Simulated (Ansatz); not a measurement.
**Pd: pressure against volume**

Pd, Fm-3m, a = 3.907 Å. Ansatz: r2SCAN, PAW, 500 eV, Γ-centred 18×18×18 mesh on 1 atom, Gaussian smearing 0.10 eV; no spin polarisation. Symmetry fixes shape and atoms, so the cell is only scaled; pressure is positive in compression.

| V (Å³/atom) | P (GPa) |
| --- | --- |
| 14.020 | 13.60 |
| 14.468 | 6.13 |
| 14.915 | -0.02 |
| 15.362 | -5.08 |
| 15.810 | ? |

**Question.** Take V0 = 14.915 Å³/atom, count pressures from its P0 = -0.02 GPa, fit the third-order Birch–Murnaghan form to the other rows, and predict the missing pressure.

**Answer.** With the Eulerian strain f = ½[(V0/V)^(2/3) − 1] and y = (P − P0)/[3f(1 + 2f)^(5/2)], the form is the line y = B0 + 1.5 B0 (B0′ − 4) f. Rows (f, y): 0.02106, 194.4; 0.01025, 190.1; -0.00975, 181.7. Means f = 0.007187, y = 188.73; Σ(Δf)² = 0.0004887, ΣΔfΔy = 0.2019; the slope is their ratio. y = 185.8 + 413.2 f GPa, so B0 = 185.8 GPa and B0′ = 4 + 2 × (413.2)/(3 × 185.8) = 5.48. At V = 15.810, f = -0.01905, y = 177.93 and P = -9.25 GPa. The run gave -9.21 GPa, so the fit is 0.04 GPa too low, a small miss on the scale of the series. The form still works here, 33 % of the fitted range beyond its end.

Cost: 5 runs of about 0.71 core-minutes in all, on Arm Neoverse V2 (shared hosts).